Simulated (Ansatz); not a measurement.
# Relaxing BiRu in the rocksalt type

First guess:

```
CELL_PARAMETERS angstrom
0.00000 2.84181 2.84181
2.84181 0.00000 2.84181
2.84181 2.84181 0.00000
ATOMIC_POSITIONS crystal
Ru 0.00000 0.00000 0.00000
Bi 0.50000 0.50000 0.50000
```

Level of theory: Ansatz 0.2.0, DFT, PBE, PAW with Ansatz's default frozen-core files, scalar-relativistic.

Cell and atoms relax within the symmetry of the start on a 10×10×10 k mesh with 0.05 eV Fermi–Dirac smearing.

The start is built from a prototype, known or not as a phase of this compound; the cutoff is 420 eV.

Spin polarisation is left out, and whether a magnetic state lies lower isn't shown here.

No spin–orbit coupling, which matters for the heavy atoms here.

What is the pressure of the first guess?

-6.72 GPa.

What does it relax to?

a = 5.549 Å, b = 5.549 Å, c = 5.549 Å, α = 90.00°, β = 90.00°, γ = 90.00° (conventional cell), 21.36 Å³ per atom:
```xyz
2
Lattice="0.0000 2.7747 2.7747 2.7747 0.0000 2.7747 2.7747 2.7747 0.0000" Properties=species:S:1:pos:R:3 pbc="T T T"
Ru    0.0000    0.0000    0.0000
Bi    2.7747    2.7747    2.7747
```

How much energy does the relaxation release?

36 meV/atom.
